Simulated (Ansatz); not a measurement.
An Ansatz input:

```yaml
crystal:
  lattice:
    - [3.8565073634, 0.0, 0.0]
    - [-1.9282536817, 3.3398333466, 0.0]
    - [0.0, 0.0, 2.3696738304]
  atoms:
    - { symbol: Co, position: [0.0, 0.0, 0.0] }
    - { symbol: Co, position: [0.3333333333, 0.6666666667, 0.5] }
    - { symbol: Co, position: [0.6666666667, 0.3333333333, 0.5] }
hamiltonian:
  xc: blyp
  pseudopotentials:
    kind: paw
    azcp:
      Co: "pseudopotentials/Co.paw.azcp"
basis:
  ecutwfc: 420
  fft_grid_basis: typed
kpoints:
  mp_grid: { grid: [10, 10, 14], shift: [0, 0, 0] }
magnetization:
  spin_polarized: false
scf:
  occupations: { method: fermi_dirac, width: 0.1 }
  lower_state_search: "off"
output:
  stress: true
```

and its output:

```
Engine: ansatz 0.2.0, aarch64-unknown-linux-gnu
Pseudopotentials: kind: paw
Pseudopotential: Co, paw, valence charge 17, recommended cutoff 420 eV (normal) 
Functional definition: BLYP
  parameter beta = 0.0042
  parameter a = 0.04918
  parameter b = 0.132
  parameter c = 0.2533
  parameter d = 0.349
  exchange = b88_x(beta = beta)
  correlation = lyp_c(a = a, b = b, c = c, d = d)
Crystal: 3 atoms, lattice volume = 30.522 Å³
Basis set: ecut = 420 eV, 619 PW (Γ), exchange–correlation on 54×54×32 points (8 copies of the dense FFT grid, shifted against one another)
Bands: 31, of which v1, the nominal top of the filled ones, is band 26 counted from 1 (25 counted from 0)
Symmetry: 24 space group operations
Space group: P6/mmm (ITA 191), of the structure as read, at distance tolerance 3.1e-5 Å
k-points: 112 of 1400
Non-local potential: Co, projectors of the file, l = 0: 3, l = 1: 2, l = 2: 3, l = 3: 1
PAW form: soft (Blöchl's): semilocal exchange-correlation on the pseudo side does not see the compensation charge
PAW frozen core: Co, regenerated for the run's functional, and the local potential with it (the file was generated under x = pbe(κ = 0.804, μ = 0.2195149727645171), c = pbe(β = 0.06672455060314922))
PAW one-centre angular grid: Co, 590 points (default); XC on 64 Gauss nodes
Initial density: superposition of atomic densities (neutral atoms: chi_scale 0, normalization atom), corrected by the library's trained network
Initial wavefunctions: pseudopotential atomic-orbital guess
Functional: x = b88, c = lyp
SCF iter   1: F=—  HF=-15401.741339 eV  |F-HF|=—  |Δ(HF+E_count)|=         —  Δρ=4.38e-2  dr2=4.20e-1  ethr=1.77e-3  ⟨swp⟩=4.5  Hψ=11008  notcnv=0
SCF iter   2: F=—  HF=-15401.710624 eV  |F-HF|=—  |Δ(HF+E_count)|=   3.07e-2  Δρ=2.94e-2  dr2=2.32e-1  ethr=8.23e-4  ⟨swp⟩=2.0  Hψ=4714  notcnv=0
SCF iter   3: F=—  HF=-15401.695959 eV  |F-HF|=—  |Δ(HF+E_count)|=   1.47e-2  Δρ=6.47e-3  dr2=1.11e-2  ethr=4.54e-4  ⟨swp⟩=1.0  Hψ=3472  notcnv=0
SCF iter   4: F=—  HF=-15401.696452 eV  |F-HF|=—  |Δ(HF+E_count)|=   4.93e-4  Δρ=3.41e-3  dr2=1.15e-3  ethr=2.17e-5  ⟨swp⟩=1.6  Hψ=3766  notcnv=0
SCF iter   5: F=—  HF=-15401.696276 eV  |F-HF|=—  |Δ(HF+E_count)|=   1.77e-4  Δρ=7.64e-4  dr2=7.45e-5  ethr=2.25e-6  ⟨swp⟩=1.3  Hψ=3542  notcnv=0
SCF iter   6: F=—  HF=-15401.696311 eV  |F-HF|=—  |Δ(HF+E_count)|=   3.55e-5  Δρ=9.66e-5  dr2=1.50e-6  ethr=1.46e-7  ⟨swp⟩=2.1  Hψ=4657  notcnv=0
SCF iter   7: F=-15401.696311 eV  HF=-15401.696311 eV  |F-HF|=1.24e-9  |Δ(HF+E_count)|=   3.59e-7  Δρ=2.76e-5  dr2=6.51e-8  ethr=1.96e-10  ⟨swp⟩=3.7  Hψ=15693  notcnv=0
SCF 1 converged in 7 iterations: F = -15401.696311 eV  dr2 = 6.51e-8
SCF converged after 7 iterations
Free energy (F): -15401.696311 eV
Harris-Foulkes:  -15401.696311 eV  (|F-HF|=1.24e-9)
Internal energy: -15401.412004 eV  (E = F + TS)
E sigma→0 (E₀):  -15401.554158 eV
Entropy (-TS):   -0.284307 eV (-94.769 meV/atom)
Fermi energy:    20.593033 eV
--- Per-component energies (eV) ---
  E_band       = -634.141749
  E_kinetic    = 1371.604260
  E_local      = -8262.387518  (includes V_loc(G=0)·N_el)
  E_nonlocal   = 1361.740430
  E_hartree    = 3488.789822
  E_xc         = -474.637347
  E_vxc        = -610.671029  (∫ρ·V_xc dr)
  E_paw        = -4580.324593  (= ΣΔE_a)
  E_vpaw       = -1471.990649  (= ΣTr[D̂ρ^β])
  E_aug_tail   = 0.000275  (compensation charges beyond the density's cutoff)
  E_ewald      = -8306.218604
  E_core_change = 0.021271  (= ΣΔE_core)
  E_smearing   = -0.284307  (= −TS)
  E_closure    = 0.000000  (closes the sum)
  Σ components = -15401.696311   (vs F -15401.696311, Δ=0.00e0)
--- Stress (GPa, compression-positive) ---
       21.593096      -0.000000       0.000000
       -0.000000      21.593096       0.000000
        0.000000       0.000000      20.300140
  P = ⅓ Tr σ = 21.1621 GPa (211.621 kbar)
```
